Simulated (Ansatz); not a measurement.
Level of theory: DFT PBE, scalar-relativistic, plane waves, PAW in Ansatz. All cells share a 420 eV cutoff and Γ-centred k meshes spaced at most about 0.3 Å⁻¹ (about 0.25 or finer for metals, 2π included). No spin polarisation in the final relaxations.

Temperature and zero-point effects are left out. All come from trial cells, and lower structures may exist.

Question: These unrelaxed guesses for ZnCl₄ are each relaxed within their symmetry. Order them by the energy at which they end, lowest first.
A.

```
CELL_PARAMETERS angstrom
-3.44074 3.44074 3.44074
3.44074 -3.44074 3.44074
3.44074 3.44074 -3.44074
ATOMIC_POSITIONS crystal
Zn 0.00000 0.00000 0.00000
Cl 0.34960 0.34960 0.34960
Cl 0.65040 0.00000 0.00000
Cl 0.00000 0.00000 0.65040
Cl 0.00000 0.65040 0.00000
```

B.

```
CELL_PARAMETERS angstrom
-3.21046 3.21046 3.21046
3.21046 -3.21046 3.21046
3.21046 3.21046 -3.21046
ATOMIC_POSITIONS crystal
Zn 0.00000 0.00000 0.00000
Cl 0.00000 0.00000 0.50000
Cl 0.00000 0.50000 0.00000
Cl 0.50000 0.00000 0.00000
Cl 0.50000 0.50000 0.50000
```

Answer: A (ends in I-43m, 0 meV/atom), B (ends in Im-3m, 198 meV/atom).

Weakly bound directions are ill-defined at this level, which has no dispersion term (I-43m), and this can change margins and order among such cells. A magnetic state wasn't ruled out in cells without spin, among them I-43m, Im-3m. Cells relaxed within their symmetry can be saddle points. Some structure types and database cells were kept out of the candidates from the start, so a known form may be missing.
